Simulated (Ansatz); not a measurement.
# Is this CsHfS₂ structure stable?

It was reached by relaxing an invented guess, and it needn't be the stable form of this composition.

All numbers below come from Ansatz 0.2.0, DFT PBE, scalar-relativistic, plane waves, PAW. The final run on the 4-atom cell used 420 eV, a Γ-centred 12×12×6 mesh, 0.10 eV smearing and no spin polarisation.

```cif
data_structure
_symmetry_space_group_name_H-M 'P-6m2'
_symmetry_Int_Tables_number 187
_cell_length_a 3.6816
_cell_length_b 3.6816
_cell_length_c 8.4423
_cell_angle_alpha 90.000
_cell_angle_beta 90.000
_cell_angle_gamma 120.000
_cell_volume 99.10
loop_
_atom_site_label
_atom_site_type_symbol
_atom_site_symmetry_multiplicity
_atom_site_Wyckoff_symbol
_atom_site_fract_x
_atom_site_fract_y
_atom_site_fract_z
_atom_site_occupancy
Cs1 Cs 1 f 0.66667 0.33333 0.50000 1
Hf1 Hf 1 e 0.66667 0.33333 0.00000 1
S1 S 2 g 0.00000 0.00000 0.18317 1
```

Formation energies are uncorrected and refer to the elements' standard structures at the same level.

Q: These tests were run: energy against the elements; phonons on a 2×2×1 q mesh. What do they show?

A:

```tsv
test	result
energy against the elements	−1.32 eV/atom
phonons on a 2×2×1 q mesh	no imaginary mode on the mesh
```

It fails none of these tests. Other phases of the system weren't compared here, so this isn't yet thermodynamic stability.

Spin–orbit coupling, which can matter for Hf, is left out. An odd number of electrons in the primitive cell allows no gap without spin; a larger cell or a magnetic state could open one. The cell is a metal run without spin; a magnetic state may lie lower. The reference form of S is held partly by dispersion forces, which this level lacks. The run for the phonons used a 12×12×6 k mesh and Fermi–Dirac smearing of 0.15 eV.
